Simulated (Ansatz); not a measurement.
## Response of Nb to small distortions

```
Nb
1.0
     0.00000    2.11500    2.11500
     2.11500    0.00000    2.11500
     2.11500    2.11500    0.00000
Nb
1
Direct
  0.00000 0.00000 0.00000
```

The cell comes from COD entry 1534903, which wasn't checked; take it as a given geometry.

Computed with Ansatz 0.2.0, DFT, LDA, all-electron LAPW, scalar-relativistic.

The runs use a Γ-centred 13×13×13 k mesh, Fermi–Dirac smearing of 0.03 eV, basis error target 0.5 meV/atom, no spin polarisation.

The unchanged cell is at -10.33 GPa.

In a metal, stresses and small energies carry noise from the k mesh.

x, y and z are the Cartesian axes of the cell as listed; fractional coordinates follow a strain, and an engineering shear is twice the off-diagonal strain component.

With equal xy, yz and zx engineering shear strains of -2 %: energy change -3 meV/atom; stress change (xx, yy, zz, yz, xz, xy) -0.15, -0.15, -0.15, -0.82, -0.82, -0.82 GPa, compression positive.

Task: With this change (equal xy, yz and zx engineering shear strains of -1 %), what becomes of the energy and stress?

Result: Energy change under 1 meV/atom; stress change (xx, yy, zz, yz, xz, xy) -0.02, -0.02, -0.02, -0.45, -0.45, -0.45 GPa, compression positive.

With equal xy, yz and zx engineering shear strains of +1 %: energy change -1 meV/atom; stress change (xx, yy, zz, yz, xz, xy) 0.00, 0.00, 0.00, 0.70, 0.70, 0.70 GPa, compression positive.

Task: With this change (equal xy, yz and zx engineering shear strains of +2 %), what becomes of the energy and stress?

Result: Energy change -5 meV/atom; stress change (xx, yy, zz, yz, xz, xy) 0.05, 0.05, 0.05, 0.96, 0.96, 0.96 GPa, compression positive.
